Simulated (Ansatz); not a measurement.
The start is a relaxed Be cell deformed by the Cartesian strain tensor (xx, yy, zz, yz, xz, xy) = (0.047, 0.011, -0.038, 0.033, -0.085, 0.069). A full variable-cell relaxation at zero pressure is run with PBE (plane waves to 420 eV, PAW, scalar-relativistic; Ansatz, a quantum-chemistry and plane-wave program). The first steps use a coarse 15×16×10 k-mesh.

Input geometry:
```yaml
crystal:
  lattice:
    - [2.37092, 0.15512, -0.19248]
    - [-1.05113, 1.90512, 0.16096]
    - [-0.30268, 0.11751, 3.42559]
  atoms:
    - { symbol: Be, position: [0.33333, 0.66667, 0.75000] }
    - { symbol: Be, position: [0.66667, 0.33333, 0.25000] }
```

- Initial pressure: +5.8 GPa (positive: the cell is compressed)
- Largest initial force: 0.72 eV/Å, on Be1, Be2 (atoms numbered as listed)
- Shortest distances (start → end): The closest pairs of elements (up to four, under 3.6 Å), start → end: Be–Be 1.95 → 2.21 Å
- Optimiser moves: 10

Final values are on a 23×23×13 k-mesh of the relaxed cell. No spin polarisation in the result.

The run could not lose the symmetry of its start.
